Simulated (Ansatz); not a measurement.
MoS$_{2}$:
```xyz
6
Lattice="3.1494 0.0000 0.0000 -1.5747 2.7275 0.0000 0.0000 0.0000 12.0870" Properties=species:S:1:pos:R:3 pbc="T T T"
Mo     0.0000     1.8183     3.0217
Mo     1.5747     0.9092     9.0652
S      0.0000     1.8183     7.4994
S      1.5747     0.9092     1.4559
S      0.0000     1.8183    10.6310
S      1.5747     0.9092     4.5876
```

Relaxed with PBE+D3(BJ).

Task: Give the Bader charges and basin volumes of the independent atoms, plane-wave PAW PBE+D3(BJ) (Ansatz code).

Result: 

```json
[
 {"atom": "Mo1", "Bader charge (e)": "+1.22", "Bader volume (Å³)": "12.5"},
 {"atom": "S3", "Bader charge (e)": "-0.61", "Bader volume (Å³)": "19.7"}
]
```

Space group P6_3/mmc. Symmetry was held in the PBE+D3(BJ) relaxation. The run is not spin-polarised.

Potentials: the later of the program's two PAW sets.
